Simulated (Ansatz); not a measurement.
Sn: two-dimensional strain map

Theory: DFT r2SCAN, scalar-relativistic, plane waves, PAW (Ansatz 0.2.0). Cutoff 500 eV, Γ-centred 20×20×20 k-points, Gaussian smearing of 0.15 eV. No spin polarisation. Energies are free energies at this smearing, counted from the undisturbed cell; pressure is positive in compression.

Reference structure (as given, not relaxed at this level; it stands at -2.8 GPa; this form isn't the usual structure):

```xyz
1
Lattice="-1.5908 1.5908 2.9156 1.5908 -1.5908 2.9156 1.5908 1.5908 -2.9156" Properties=species:S:1:pos:R:3 pbc="T T T"
Sn    0.0000    0.0000    0.0000
```

The cell is strained by p along both x and y and by q along z, fractional coordinates fixed. Points are written (p, q).

Energy above the undisturbed cell in meV/atom (a dash: not computed):

| p \ q | -0.080 | -0.040 | 0.000 | 0.040 | 0.080 |
| --- | --- | --- | --- | --- | --- |
| -0.080 | 161.3 | 110.1 | 84.7 | 75.1 | 78.2 |
| -0.040 | 17.7 | -1.6 | -2.1 | 11.1 | 32.1 |
| 0.000 | -29.0 | -20.6 | 0.0 | 30.7 | 67.1 |
| 0.040 | -10.4 | 20.9 | 60.5 | 105.5 | 154.8 |
| 0.080 | 51.4 | 101.9 | 157.1 | 215.6 | 275.4 |

Pressure in GPa:

```
 p \ q  -0.080  -0.040  0.000  0.040  0.080
-0.080    14.6    10.8    7.9    5.8    4.2
-0.040     6.0     3.3    1.3   -0.1   -1.2
 0.000     0.4    -1.4   -2.8   -3.8   -4.4
 0.040    -3.2    -4.4   -5.3   -6.0   -6.4
 0.080    -5.4    -6.2   -6.8   -7.2   -7.5
```